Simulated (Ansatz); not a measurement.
The cell below belongs to a search over invented structures; it isn't taken from experiment.

Input and command of a plane-wave DFT calculation in Ansatz:

```yaml
crystal:
  lattice:
    - [8.1649575264, 0.0, 0.0]
    - [0.0, 7.0618130407, 0.0]
    - [0.0, 0.0, 6.7290838035]
  atoms:
    - { symbol: Be, position: [0.7507623331, 0.6641616311, 0.4999982859] }
    - { symbol: Be, position: [0.2492376669, 0.6641616311, 0.4999982859] }
    - { symbol: Be, position: [0.0, 0.1733577037, 0.5003371937] }
    - { symbol: Be, position: [0.2507623331, 0.3358383689, 0.9999982859] }
    - { symbol: Be, position: [0.7492376669, 0.3358383689, 0.9999982859] }
    - { symbol: Be, position: [0.5, 0.8266422963, 1.0003371937] }
    - { symbol: Zn, position: [0.5, 0.1644525144, 0.5026928616] }
    - { symbol: Zn, position: [0.0, 0.8355474856, 0.0026928616] }
    - { symbol: Te, position: [0.7370406389, 0.65858783, 0.8666142647] }
    - { symbol: Te, position: [0.2629593611, 0.65858783, 0.8666142647] }
    - { symbol: Te, position: [0.0, 0.8388138343, 0.3970462869] }
    - { symbol: Te, position: [0.5, 0.8117105372, 0.3666985567] }
    - { symbol: Te, position: [0.2370406389, 0.34141217, 0.3666142647] }
    - { symbol: Te, position: [0.7629593611, 0.34141217, 0.3666142647] }
    - { symbol: Te, position: [0.5, 0.1611861657, 0.8970462869] }
    - { symbol: Te, position: [0.0, 0.1882894628, 0.8666985567] }
basis:
  ecutwfc: 420
kpoints:
  mp_grid: { grid: [4, 4, 4] }
hamiltonian:
  xc: pbe
scf:
  occupations: { method: gaussian, width: 0.02 }
  n_extra_bands: 40
output:
  forces: true
  stress: true
  eigenvalues: true
  populations: true
  dos: { projected: true, de: 0.02, nscf_kmesh: { grid: [6, 6, 6] } }
  bader: false
  write_density: true
  write_potential: true
  elf: true
  volumetric_format: npy
```

```bash
ansatz run input.yaml --threads 1 --pin off --max-ram 2560MiB --backend cpu --events-out ev --progress --plain --runs-dir out
```

Processor: Intel(R) Xeon(R) 6975P-C (Granite Rapids), 1 thread, on a host shared with other jobs.

Problem. Estimate time, memory and problem size.

Solution. About 4.4 min, peak memory 2 GiB. It solves 122 bands at 27 k points (after reduction by symmetry) with about 7583 plane waves, in 7 SCF iterations.
